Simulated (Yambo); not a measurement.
SnS2 (CdI2 type, space group P-3m1, No. 164); a = 3.6743 Å, b = 3.6743 Å, c = 6.2288 Å, α = 90.00°, β = 90.00°, γ = 120.00°. With the G0W0 scissor the direct gap on the mesh is 2.55 eV. Axes are Cartesian, with cell vectors (Å) (3.67, 0.00, 0.00), (-1.84, 3.18, 0.00), (0.00, 0.00, 6.23).

Can the lowest exciton of this BSE run be trusted, and with what binding energy? (Yambo, LDA bands; 9×9×4 mesh, 5 valence and 5 conduction bands, static screening with 40 bands and a 4 Ry block, scissor 0.85 eV, Tamm-Dancoff.)

The mesh holds a bound state, but the numbers are provisional. These are vertical excitations (zero momentum); the indirect quasiparticle gap, about 2.23 eV, is smaller than the direct one (2.61 eV on the GW mesh). The lowest state lies at 2.25 eV (dark for light along x), the direct quasiparticle gap on this mesh at 2.55 eV. Its binding energy, counted from that gap, is 0.30 eV; it spreads over about 24 k points of the mesh. On a 6×6×2 mesh the same difference is 0.37 eV, so it isn't converged. The first optically allowed state is at 2.38 eV. The scissor comes from a G0W0 run whose convergence isn't established. Spin-orbit splittings are left out.

The standard potential for Sn keeps a d shell in the valence without the s and p states of that shell. In tests on such compounds this moved G0W0 gaps by up to about 0.9 eV, so absolute quasiparticle energies here are unreliable; differences between settings are what counts.

Geometry of the Materials Project entry, not relaxed at this level.

The distance between layers or molecules is the database entry's, not relaxed here. Functionals without dispersion can leave it too large, which widens gaps and weakens the response across layers: the numbers belong to this cell.
